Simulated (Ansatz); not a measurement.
**Bi₂Te₃: frozen-core PAW against all-electron methods**

```xyz
5
Lattice="2.1634 1.2490 10.0283 -2.1634 1.2490 10.0283 0.0000 -2.4980 10.0283" Properties=species:S:1:pos:R:3 pbc="T T T"
Bi    0.0000    0.0000   12.0339
Bi    0.0000    0.0000   18.0509
Te    0.0000    0.0000    0.0000
Te    0.0000    0.0000    6.3028
Te    0.0000    0.0000   23.7821
```

Atoms are numbered in the order listed.

The cell is COD entry 9011962, as deposited and not checked against the literature; nothing was relaxed. The listed cell was then made from it by scaling, straining or moving an atom.

Spin–orbit coupling is left out, though it moves levels of the heavy atoms by tenths of an eV or more.

Levels of theory: DFT, PBEsol, PAW with Ansatz's default frozen-core files, scalar-relativistic (Ansatz 0.2.0); DFT, PBEsol, all-electron PAW with datasets made for the crystal, scalar-relativistic (Ansatz 0.2.0); DFT, PBEsol, all-electron LAPW, scalar-relativistic (Ansatz 0.2.0).

For PAW: a Γ-centred 7×7×7 k mesh, Fermi–Dirac smearing of 0.08 eV, cutoff 420 eV, no spin polarisation; the PAW files were made with PBE, and the program remakes their frozen cores for this functional. The crystal-made all-electron datasets (AE datasets) take a cutoff of 240 eV at this cell. LAPW targets a basis error of 1 meV/atom. The Ansatz runs share mesh, smearing and spin set-up. Plane-wave (PAW) pressures include the program's estimate of the Pulay term.

Stress and pressure are positive in compression.

The change that made this cell: volume scaled by 0.96.

No spin–orbit coupling: at heavy atoms the gradients can be off by tens of per cent for that reason.

In a metal, gradients converge slowly with the k mesh: the values move by tens of per cent from one mesh to another, at times in sign, so only the comparison on one mesh counts.

```csv
quantity,PAW,AE datasets,LAPW
pressure (GPa),1.68,1.69,1.70
stress xx (GPa),1.73,1.75,1.75
stress zz (GPa),1.57,1.59,1.59
"force on Bi1, z (eV/Å)",-0.060,-0.060,-0.060
"force on Te4, z (eV/Å)",-0.148,-0.150,-0.150
largest principal field gradient Vzz at Bi1 (10²¹ V/m²),2.38,2.35,–
largest principal field gradient Vzz at Te3 (10²¹ V/m²),9.79,9.76,–
largest principal field gradient Vzz at Te4 (10²¹ V/m²),0.99,0.98,–
```
